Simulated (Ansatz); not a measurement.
Starting cell, AlCo (CsCl type):

```
AlCo
1.0
    2.85208     0.00000     0.00000
    0.00000     2.85208     0.00000
    0.00000     0.00000     2.85208
Al Co
1 1
Cartesian
  0.00000   0.00000   0.00000
  1.42604   1.42604   1.42604
```

Scan: atom 2 (Co, nearest neighbour Al at 2.470 Å; its periodic images, 2.9 Å or more away, move with it) is displaced along Cartesian [111], direction (0.577, 0.577, 0.577) in Cartesian axes, by s. The other atoms stay.

Calculation: PBE (plane waves to 420 eV, PAW, scalar-relativistic; Ansatz, a quantum-chemistry and plane-wave program). k mesh 13×13×13 (Γ-centred), Fermi-Dirac smearing 0.05 eV. E stands for the smeared free energy. With partly filled bands, energies and forces of such displacements shift with the k mesh and the smearing. AlCo is run without spin polarisation. AlCo was relaxed with its symmetry unable to fall. The zero of ΔE is the undisplaced structure. The last digit holds for this mesh only.

| s (Å) | ΔE (meV/cell) |
|---|---|
| -0.490 | 1111.3 |
| -0.392 | 652.1 |
| -0.294 | 342.5 |
| -0.196 | withheld |
| -0.098 | 35.1 |
| 0.000 | 0.0 |
| 0.098 | 35.1 |
| 0.196 | withheld |
| 0.294 | 342.5 |
| 0.392 | 652.1 |
| 0.490 | 1111.3 |

Fit an even polynomial form (powers 2, 4, 6) to the given rows and predict ΔE at s = 0.196.

Least squares on the 9 given rows: ΔE = (3623)·s² + (3773)·s⁴ + (1722)·s⁶, in meV/cell with s in Å; root-mean-square residual 0.05 meV/cell. At 0.196 the fit gives 144.8 meV/cell; the calculation gives 144.8 meV/cell, the same to the digits shown. The quadratic term alone would give 139.2 meV/cell.

(A displaced cell: forces are minus the slopes of the energy, force constants its curvatures, and phonons follow from these.)
